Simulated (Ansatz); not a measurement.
Calculation for I (diamond type): DFT, LDA, PAW with Ansatz's default frozen-core files, scalar-relativistic (Ansatz 0.2.0). This run: one bond, the shortest of the undistorted cell, set to 1.753 Å, partial waves polarizable.

The cell is a prototype at a set volume, not relaxed; it needn't be the stable phase.

Command: `ansatz run input.yaml --threads 1 --pin off --max-ram 2048MiB --backend cpu --events-out ev --progress --plain --runs-dir out` It took 9.7 s on 1 thread of Arm Neoverse V1 (shared host), peak memory 0.38 GiB.

```yaml
crystal:
  lattice:
    - [0.0, 3.4897660234, 3.4897660234]
    - [3.4897660234, 0.0, 3.4897660234]
    - [3.4897660234, 3.4897660234, 0.0]
  atoms:
    - { symbol: I, position: [-0.2825, -0.0725, -0.0725] }
    - { symbol: I, position: [0.2825, 0.0725, 0.0725] }
kpoints:
  mp_grid: { grid: [8, 8, 8] }
scf:
  occupations: { method: fermi_dirac, width: 0.05 }
hamiltonian:
  xc: lda
  pseudopotentials: { kind: paw, partial_waves: polarizable }
output:
  forces: true
  stress: true
  eigenvalues: true
  write_density: true
  write_potential: true
  elf: true
  volumetric_format: npy
```

Output:

```
Engine: ansatz 0.2.0
Pseudopotentials: kind: paw
Pseudopotential: I, paw, valence charge 17, recommended cutoff 420 eV (normal), I.paw.azcp
Functional definition: SPW92
  exchange = slater_x
  correlation = pw_c
Crystal: 2 atoms, lattice volume = 85.000 Å³
Basis set: ecut = 420 eV, 1687 PW (Γ)
Bands: 21, of which v1, the nominal top of the filled ones, is band 17 counted from 1 (16 counted from 0)
Symmetry: 12 space group operations
Space group: R-3m (ITA 166), of the structure as read, at distance tolerance 4.4e-5 Å
k-points: 65 of 512
Non-local potential: I, projectors of the file, l = 0: 2, l = 1: 2, l = 2: 2, l = 3: 2
PAW form: soft (Blöchl's): semilocal exchange-correlation on the pseudo side does not see the compensation charge
PAW frozen core: I, regenerated for the run's functional, and the local potential with it (the file was generated under x = pbe(κ = 0.804, μ = 0.2195149727645171), c = pbe(β = 0.06672455060314922))
PAW one-centre angular grid: I, 590 points (default); XC on 64 Gauss nodes
Initial density: superposition of atomic densities (neutral atoms: chi_scale 0, normalization atom), corrected by the library's trained network
Initial wavefunctions: pseudopotential atomic-orbital guess
Functional: x = slater, c = lda
Partial waves of I: polarizable
SCF iter   1: F=—  HF=-14691.706793 eV  |F-HF|=—  |Δ(HF+E_count)|=         —  Δρ=1.34e-2  dr2=1.94e-1  ethr=1.77e-3  ⟨swp⟩=8.4  Hψ=8564  notcnv=0
preconditioner: auto → none  [insulator: Δε(μ)=0.974 eV  Ē_g=10.049 eV  σ=0.050 eV  W_gap=1.00  n_scr=14 (ndim 8)  ℏωp=14.0 eV  f_vac=0.232  D(μ)=0.00/eV (n_scr^D=0)  ε∞_Penn≈2.9]
SCF iter   2: F=—  HF=-14691.667277 eV  |F-HF|=—  |Δ(HF+E_count)|=   3.95e-2  Δρ=5.72e-3  dr2=2.07e-2  ethr=5.69e-4  ⟨swp⟩=3.1  Hψ=2811  notcnv=0
SCF iter   3: F=—  HF=-14691.673222 eV  |F-HF|=—  |Δ(HF+E_count)|=   5.95e-3  Δρ=1.44e-3  dr2=1.39e-3  ethr=6.09e-5  ⟨swp⟩=2.7  Hψ=2155  notcnv=0
SCF iter   4: F=—  HF=-14691.674036 eV  |F-HF|=—  |Δ(HF+E_count)|=   8.14e-4  Δρ=3.41e-4  dr2=1.42e-4  ethr=4.09e-6  ⟨swp⟩=3.2  Hψ=3089  notcnv=0
SCF iter   5: F=—  HF=-14691.674014 eV  |F-HF|=—  |Δ(HF+E_count)|=   2.26e-5  Δρ=1.63e-4  dr2=1.61e-5  ethr=4.19e-7  ⟨swp⟩=2.0  Hψ=2512  notcnv=0
SCF iter   6: F=—  HF=-14691.674016 eV  |F-HF|=—  |Δ(HF+E_count)|=   2.10e-6  Δρ=3.03e-5  dr2=4.45e-7  ethr=4.73e-8  ⟨swp⟩=3.0  Hψ=2714  notcnv=0
SCF iter   7: F=-14691.674016 eV  HF=-14691.674016 eV  |F-HF|=1.76e-9  |Δ(HF+E_count)|=   1.10e-8  Δρ=3.14e-6  dr2=3.97e-9  ethr=2.94e-10  ⟨swp⟩=15.3  Hψ=10664  notcnv=0
SCF 1 converged in 7 iterations: F = -14691.674016 eV  dr2 = 3.97e-9
  greatest PAW one-centre occupation: 1.003 electrons in one spin orbital (limit 2), on the I atom at site 1 (counted from 0), in its partial waves of l = 2
SCF converged after 7 iterations
Free energy (F): -14691.674016 eV
Harris-Foulkes:  -14691.674016 eV  (|F-HF|=1.76e-9)
Internal energy: -14691.674011 eV  (E = F + TS)
E sigma→0 (E₀):  -14691.674013 eV
Entropy (-TS):   -0.000005 eV (-0.003 meV/atom)
Fermi energy:    7.406598 eV
--- Per-component energies (eV) ---
  E_band       = -835.388740
  E_kinetic    = 408.808198
  E_local      = -5184.746454  (includes V_loc(G=0)·N_el)
  E_nonlocal   = -164.418392
  E_hartree    = 2606.880161
  E_xc         = -264.955317
  E_vxc        = -270.249267  (∫ρ·V_xc dr)
  E_paw        = -9321.614942  (= ΣΔE_a)
  E_vpaw       = -838.539490  (= ΣTr[D̂ρ^β])
  E_aug_tail   = 0.000102  (compensation charges beyond the density's cutoff)
  E_ewald      = -2773.189797
  E_core_change = 1.562430  (= ΣΔE_core)
  E_smearing   = -0.000005  (= −TS)
  E_closure    = 0.000000  (closes the sum)
  Σ components = -14691.674016   (vs F -14691.674016, Δ=0.00e0)
--- Forces (eV/Å), atoms counted from 1 ---
  atom   1  I    -43.59169422    43.59169422    43.59169422
  atom   2  I     43.59169422   -43.59169422   -43.59169422
  max |Σ_I F_I| component: 0.00e0 eV/Å
--- Stress (GPa, compression-positive) ---
       86.042110     -84.546354     -84.546354
      -84.546354      86.042110      84.546354
      -84.546354      84.546354      86.042110
  P = ⅓ Tr σ = 86.0421 GPa (860.421 kbar)
--- Band table (eV; the first three rows and the last of 65) ---
  k-point 0: bands = ["-43.9901", "-42.0949", "-42.0949", "-40.4783", "-40.4783", "-40.3076", "-40.3076", "-40.2417", "-40.2417", "-39.8914", "-13.8825", "-3.8006", "-0.3474", "-0.2181", "-0.2181", "5.0991", "5.0991", "8.5933", "10.2550", "11.3219", "11.3219"]
  k-point 1: bands = ["-43.9901", "-42.0951", "-42.0949", "-40.4783", "-40.4782", "-40.3076", "-40.3073", "-40.2417", "-40.2416", "-39.8913", "-13.8722", "-3.8869", "-0.5792", "-0.2183", "0.0133", "5.0240", "5.2200", "8.7428", "10.3394", "11.3297", "11.3914"]
  k-point 2: bands = ["-43.9902", "-42.0956", "-42.0948", "-40.4784", "-40.4780", "-40.3076", "-40.3067", "-40.2419", "-40.2415", "-39.8911", "-13.8471", "-4.0853", "-0.7958", "-0.2183", "0.2008", "4.8473", "5.5966", "9.1955", "10.2556", "11.2844", "11.7480"]
  k-point 64: bands = ["-43.9907", "-42.0967", "-42.0967", "-40.4779", "-40.4779", "-40.3052", "-40.3052", "-40.2421", "-40.2421", "-39.8903", "-13.7475", "-5.3155", "-0.6302", "-0.6302", "2.1252", "6.5347", "6.5347", "7.9834", "10.7415", "10.7415", "11.2734"]
```

Spin–orbit coupling is left out, which matters for the heavy atoms. The PAW files were made under PBE.
